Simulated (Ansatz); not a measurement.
**Slab of bcc Nb (110), 1 layer**

The slab is cut from the bcc crystal, the stable phase, as relaxed on PAW files (18.16 Å³/atom), with 16 Å of vacuum and a dipole correction:

```
CELL_PARAMETERS angstrom
2.86794 0.00000 0.00000
-0.95598 2.70392 0.00000
0.00000 0.00000 16.00000
ATOMIC_POSITIONS crystal
Nb 0.00000 0.00000 0.50000
```

Level of theory: DFT with PBE, scalar-relativistic, in Ansatz 0.2.0; a Γ-centred 13×13×1 k mesh, Fermi–Dirac smearing of 0.08 eV, no spin polarisation. LAPW: all electrons, basis error target 1 meV/atom; PAW: frozen-core files, cutoff 420 eV.

The bulk energy comes from a cell in the slab's orientation on a 13×13×8 mesh. The surface energy is (E(slab) − N·E(bulk))/2A at zero smearing, the mean of both faces; thin slabs carry quantum-size effects.

The cell is 1×1, so reconstructions are forbidden, and in slabs of four or five layers the relaxations can be far larger than at a real surface.

Problem. As cut, the LAPW slab lies 2.562 eV above 1 atom of bulk. What surface energy is that?

Solution. Over two faces of 7.75 Å² it is 165.2 meV/Å², and times 16.02 J/m² per eV/Å² that gives γ = 2.647 J/m².

```tsv
method	γ as cut (J/m²)	Φ as cut (eV)
LAPW	2.647	4.60
PAW	2.645	4.60
```

Problem. A field of 0.3 V/Å is applied along the normal, atoms held. What follows?

Solution. LAPW finds an induced dipole of 0.0580 e·Å a cell (PAW 0.0580), that is 4.51 Å for 4πα over the area, against 0.00 Å between the outer atoms.
